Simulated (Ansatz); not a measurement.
**Wurtzite alloy of GaN and ZnO (3 of 48 Ga sites, 3 of 48 N sites exchanged), 96 atoms**

Ansatz, PAW, plane waves. PBEsol relaxation of cell lengths and atoms (angles held) at the single k point (½, ½, ½); single points on the relaxed atoms at the Γ point alone, onto which points of the small cell's zone fold. Arrangement: quasirandom. No spin–orbit coupling unless named.

Relaxed structure:

```
CELL_PARAMETERS angstrom
9.50846 0.00000 0.00000
0.00000 11.08586 0.00000
0.00000 0.00000 10.39962
ATOMIC_POSITIONS crystal
Ga 0.16545 0.08282 0.25189
Ga 0.16716 0.08343 0.74863
Ga 0.99983 0.33308 0.25250
Ga 0.00057 0.33375 0.74886
Ga 0.49300 0.07926 0.25433
Ga 0.49832 0.08378 0.74898
Ga 0.33200 0.33408 0.24507
Ga 0.16597 0.58443 0.25050
Ga 0.16563 0.58250 0.74881
Ga 0.00004 0.83277 0.25109
Ga 0.99934 0.83330 0.74896
Ga 0.84104 0.07933 0.25452
Ga 0.83349 0.08396 0.74909
Ga 0.66708 0.34110 0.25594
Ga 0.66656 0.33354 0.73677
Ga 0.49952 0.58549 0.25101
Ga 0.50035 0.58336 0.74814
Ga 0.33257 0.83311 0.25104
Ga 0.33281 0.83341 0.74900
Ga 0.83319 0.58457 0.25242
Ga 0.83283 0.58276 0.74853
Ga 0.66639 0.83295 0.25175
Ga 0.66678 0.83371 0.74890
Ga 0.99848 0.16659 0.50058
Ga 0.00186 0.16634 0.00002
Ga 0.33405 0.15915 0.50333
Ga 0.33127 0.16745 0.00028
Ga 0.15628 0.41960 0.50363
Ga 0.16759 0.41644 0.99961
Ga 0.99794 0.66652 0.50014
Ga 0.00024 0.66705 0.99943
Ga 0.66605 0.16073 0.99309
Ga 0.50830 0.41993 0.50235
Ga 0.49160 0.42004 0.00160
Ga 0.33207 0.66663 0.50121
Ga 0.33248 0.66656 0.99894
Ga 0.16629 0.91634 0.50038
Ga 0.16645 0.91628 0.99972
Ga 0.84057 0.42021 0.00050
Ga 0.66812 0.66660 0.49987
Ga 0.66649 0.66728 0.00022
Ga 0.49948 0.91674 0.50066
Ga 0.49934 0.91511 0.99962
Ga 0.83325 0.91705 0.49997
Ga 0.83336 0.91529 0.99983
Zn 0.33214 0.33307 0.74938
Zn 0.66720 0.16593 0.50254
Zn 0.83247 0.41555 0.50153
N 0.99923 0.16754 0.18702
N 0.99996 0.16684 0.68906
N 0.33335 0.16782 0.19012
N 0.33288 0.16257 0.68617
N 0.16583 0.41804 0.18951
N 0.16185 0.41970 0.68626
N 0.99969 0.66741 0.18708
N 0.99906 0.66805 0.68842
N 0.66601 0.16675 0.69908
N 0.49991 0.41739 0.18841
N 0.50324 0.42002 0.68679
N 0.33300 0.66746 0.18723
N 0.33283 0.66728 0.68883
N 0.16642 0.91746 0.18792
N 0.16578 0.91646 0.68831
N 0.83293 0.41627 0.18609
N 0.83342 0.41704 0.69745
N 0.66602 0.66750 0.18769
N 0.66685 0.66838 0.68816
N 0.50055 0.91732 0.18729
N 0.49996 0.91682 0.68894
N 0.83207 0.91721 0.18744
N 0.83320 0.91804 0.68853
N 0.16642 0.08270 0.43809
N 0.16691 0.08214 0.93807
N 0.00519 0.32872 0.43588
N 0.00025 0.33170 0.93904
N 0.49588 0.08016 0.43588
N 0.49784 0.08287 0.94098
N 0.33370 0.33191 0.94415
N 0.16679 0.58245 0.43757
N 0.16617 0.58237 0.93798
N 0.00078 0.83272 0.43814
N 0.99969 0.83291 0.93783
N 0.83747 0.07999 0.43638
N 0.83440 0.08314 0.94056
N 0.65996 0.33235 0.43455
N 0.49787 0.58365 0.43778
N 0.50097 0.58228 0.93758
N 0.33259 0.83171 0.43834
N 0.33303 0.83245 0.93781
N 0.83322 0.58731 0.43648
N 0.83221 0.58318 0.93854
N 0.66558 0.83340 0.43859
N 0.66645 0.83299 0.93782
O 0.66637 0.16709 0.18486
O 0.33251 0.33326 0.43725
O 0.66543 0.33224 0.94552
```

Q: What are the mean bond lengths by pair (pairs within 1.2 times the sum of covalent radii, less contacts 15 % beyond the pair's median; cation–cation pairs of compounds aside; long ionic contacts are cut short by that bound)?

A: Ga–N 1.940 ± 0.022 Å (standard deviation, 168 bonds); Ga–O 2.038 ± 0.050 Å (standard deviation, 12 bonds); N–Zn 2.012 ± 0.018 Å (standard deviation, 12 bonds).

Q: What gap lies between the top filled and the lowest empty level in the single points?

A: HSE06 2.77 eV (50 s on NVIDIA GB300).
